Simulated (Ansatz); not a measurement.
**How InAs (F-43m) stiffens under pressure**

```yaml
crystal:
  lattice:
    - [0.00000, 3.01297, 3.01297]
    - [3.01297, 0.00000, 3.01297]
    - [3.01297, 3.01297, 0.00000]
  atoms:
    - { symbol: In, position: [0.00000, 0.00000, 0.00000] }
    - { symbol: As, position: [0.75000, 0.75000, 0.75000] }
```

This is the zero-pressure cell. At each pressure cell and atoms are relaxed in this structure, and the constants are slopes of the stress at strains of ±0.005 with relaxed ions (the coefficients that govern stability under load). Level: LDA, PAW on Ansatz 0.2.0's default frozen-core files (fitted under PBE), scalar-relativistic; k mesh 14×14×14, strains of ±0.005, Fermi-Dirac smearing of 0.080 eV, cutoff 420 eV. P is the pressure of the relaxed cell, less that of this one.

| P (GPa) | V/V₀ | C11 (GPa) | C12 (GPa) | C44 (GPa) |
| --- | --- | --- | --- | --- |
| 0.00 | 1.0000 | 84.5 | 47.9 | 37.9 |
| 0.99 | 0.9843 | 88.8 | 52.7 | 38.2 |
| 2.00 | ? | ? | ? | ? |
| 3.98 | 0.9438 | 101.3 | 66.8 | 38.5 |
| 6.99 | 0.9109 | 113.0 | 80.5 | 37.9 |
| 9.97 | 0.8835 | 124.0 | 93.6 | 36.8 |
| 14.98 | 0.8454 | 141.6 | 115.3 | 34.0 |

Task: Does the bulk modulus from the constants agree with the pressure-volume curve?

Result: A third-order Birch-Murnaghan fit to the volumes shown (F against f, f = [(V₀/V)^(2/3) − 1]/2) gives B₀ = 60.2 GPa and B′ = 4.7. Its −V dP/dV stands beside (C11 + 2C12)/3:

| P (GPa) | from P(V) | from the constants |
| --- | --- | --- |
| 0.00 | 60.2 | 60.1 |
| 0.99 | 64.8 | 64.8 |
| 3.98 | 78.2 | 78.3 |
| 6.99 | 91.3 | 91.3 |
| 9.97 | 103.9 | 103.8 |
| 14.98 | 124.6 | 124.1 |

Task: What are the pressure derivatives at zero pressure?

Result: Slopes at V₀ of quadratic fits in −ln(V/V₀) through the first four rows shown, divided by B₀: dC11/dP = 4.5, dC12/dP = 4.8, dC44/dP = 0.4. The mean slopes up to 4.0 GPa are 4.2, 4.7, 0.1; curvature and scatter of the constants part the two. The combination (dC11/dP + 2 dC12/dP)/3 = 4.7 stands against B′.

Task: Fill the row at 2.00 GPa.

Result: Cubic fits in −ln(V/V₀) through all rows shown give C11 = 93.2, C12 = 57.6, C44 = 38.4 GPa. Computed: V/V₀ = 0.9696, C11 (GPa) = 93.2, C12 (GPa) = 57.5, C44 (GPa) = 38.4.

Task: Does a shear stiffness soften?

Result: C44 goes from 37.9 to 34.0 GPa, through a maximum of 38.5 near 4 GPa; (C11 − C12)/2 goes from 18.3 to 13.2 GPa. C44 and (C11 − C12)/2 soften under pressure, though the lattice stays mechanically stable over this range.

Limits of these numbers: no other phase was computed; many crystals of this kind change structure within this range, and rows or crossings beyond such a change describe a metastable lattice; frozen-core PAW files fitted under PBE, their cores solved anew for the functional of the run; the gap is closed or tiny at this level, so small that the run used smearing; responses move with mesh and smearing; phonons weren't checked at these pressures.
